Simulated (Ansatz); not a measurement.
Relaxation of a relaxed Y cell, doubled along one cell vector, shaken by Gaussian noise of σ = 0.08 Å a coordinate; 2 atoms in the cell, which starts as P-1 (No. 2), aP2; a = b = 3.257 Å, c = 6.514 Å, α = β = γ = 90.00°. Method: r2SCAN (plane waves to 500 eV, PAW, scalar-relativistic; Ansatz, an electronic-structure program). Γ-centred k-mesh 10×5×10 on the run's cell (coarser than for final values), Fermi–Dirac smearing 0.05 eV. This is the first round of the run. 

The optimiser's lines from the output (shortened; P is positive under compression):

```
relax step   1: F+E_penalty+E_count = -7717.70012581 eV  Δ(F+E_penalty+E_count) = +0.000e0 eV  max|allowed force component| = 3.779e-1 eV/Å  Δτ_max = 0.0000 Å  P = +0.309 GPa  Ω = 69.106 Å³  (8 SCF iters, dr2 threshold 1.00e-7 eV, accepted)
relax step   2: F+E_penalty+E_count = -7717.84149175 eV  Δ(F+E_penalty+E_count) = -1.414e-1 eV  max|allowed force component| = 4.231e-1 eV/Å  Δτ_max = 0.1931 Å  P = +0.001 GPa  Ω = 69.289 Å³  (7 SCF iters, dr2 threshold 2.00e-7 eV, accepted)
relax step   3: F+E_penalty+E_count = -7718.11648440 eV  Δ(F+E_penalty+E_count) = -2.750e-1 eV  max|allowed force component| = 6.497e-1 eV/Å  Δτ_max = 0.2000 Å  P = +0.156 GPa  Ω = 68.347 Å³  (9 SCF iters, dr2 threshold 2.00e-7 eV, accepted)
relax step   4: F+E_penalty+E_count = -7718.46127920 eV  Δ(F+E_penalty+E_count) = -3.448e-1 eV  max|allowed force component| = 5.298e-1 eV/Å  Δτ_max = 0.1997 Å  P = -0.100 GPa  Ω = 68.003 Å³  (9 SCF iters, dr2 threshold 2.00e-7 eV, accepted)
relax step   5: F+E_penalty+E_count = -7718.77855550 eV  Δ(F+E_penalty+E_count) = -3.173e-1 eV  max|allowed force component| = 5.400e-1 eV/Å  Δτ_max = 0.1980 Å  P = -0.262 GPa  Ω = 67.528 Å³  (9 SCF iters, dr2 threshold 2.00e-7 eV, accepted)
relax step   6: F+E_penalty+E_count = -7719.07310891 eV  Δ(F+E_penalty+E_count) = -2.946e-1 eV  max|allowed force component| = 3.728e-1 eV/Å  Δτ_max = 0.1953 Å  P = -0.473 GPa  Ω = 66.848 Å³  (9 SCF iters, dr2 threshold 2.00e-7 eV, accepted)
relax step   7: F+E_penalty+E_count = -7719.24886885 eV  Δ(F+E_penalty+E_count) = -1.758e-1 eV  max|allowed force component| = 8.920e-2 eV/Å  Δτ_max = 0.1142 Å  P = -0.115 GPa  Ω = 66.244 Å³  (8 SCF iters, dr2 threshold 2.00e-7 eV, accepted)
relax step   8: F+E_penalty+E_count = -7719.30846869 eV  Δ(F+E_penalty+E_count) = -5.960e-2 eV  max|allowed force component| = 4.272e-2 eV/Å  Δτ_max = 0.0312 Å  P = +0.222 GPa  Ω = 65.940 Å³  (8 SCF iters, dr2 threshold 2.00e-7 eV, accepted)
relax step   9: F+E_penalty+E_count = -7719.32634704 eV  Δ(F+E_penalty+E_count) = -1.788e-2 eV  max|allowed force component| = 1.081e-2 eV/Å  Δτ_max = 0.0071 Å  P = +0.220 GPa  Ω = 65.976 Å³  (14 SCF iters, dr2 threshold 2.00e-7 eV, accepted)
relax step  10: F+E_penalty+E_count = -7719.32720207 eV  Δ(F+E_penalty+E_count) = -8.550e-4 eV  max|allowed force component| = 1.028e-2 eV/Å  Δτ_max = 0.0032 Å  P = -0.023 GPa  Ω = 66.414 Å³  (8 SCF iters, dr2 threshold 2.00e-7 eV, accepted)
relax step  11: F+E_penalty+E_count = -7719.32724161 eV  Δ(F+E_penalty+E_count) = -3.954e-5 eV  max|allowed force component| = 4.602e-5 eV/Å  Δτ_max = 0.0017 Å  P = -0.001 GPa  Ω = 66.375 Å³  (6 SCF iters, dr2 threshold 6.60e-9 eV, accepted)
relax step  12: F+E_penalty+E_count = -7719.32833017 eV  Δ(F+E_penalty+E_count) = -1.089e-3 eV  max|allowed force component| = 3.829e-5 eV/Å  Δτ_max = 0.0000 Å  P = +0.006 GPa  Ω = 66.375 Å³  stress off target by 2.04e-2 GPa  SCF on the basis re-selected at this cell (its energy is not comparable with the rows above)  (7 SCF iters)
relax step  13: F+E_penalty+E_count = -7719.32833654 eV  Δ(F+E_penalty+E_count) = -6.375e-6 eV  max|allowed force component| = 4.968e-5 eV/Å  Δτ_max = 0.0000 Å  P = +0.001 GPa  Ω = 66.384 Å³  (13 SCF iters, dr2 threshold 1.04e-9 eV, accepted)
relax step  14: F+E_penalty+E_count = -7719.32833800 eV  Δ(F+E_penalty+E_count) = -1.461e-6 eV  max|allowed force component| = 3.899e-5 eV/Å  Δτ_max = 0.0000 Å  P = +0.001 GPa  Ω = 66.384 Å³  stress off target by 2.90e-3 GPa  SCF on the basis re-selected at this cell (its energy is not comparable with the rows above)  (4 SCF iters)
```

From the first to the last row the energy changes by -0.81 eV/atom and the volume by -3.9 %. The last row is marked as not comparable with the walk above it, whose basis was carried along; it does compare with step 1, since both stand on a basis selected at the nominal cutoff for their own cell.

Later rounds, restarted from the end of this one on a renewed k-mesh, logged 7 more steps and released under 0.01 eV/atom more. The final structure after all rounds: Fm-3m (No. 225), cF4, fcc (Cu type); a = 5.101 Å, b = 5.101 Å, c = 5.101 Å, α = 90.00°, β = 90.00°, γ = 90.00°. Between re-selections the logged energies stand on a plane-wave basis carried along with the cell. No spin polarisation in the result.

The run could not lose the symmetry of its start, so the end can be a saddle point.

The relaxed structure here is a generated cell of Y: the first start was made by placing the elements on the sites of a structure type, and the end was not matched to a known phase here, so it may be hypothetical. Known forms of Y include space group No. 194.
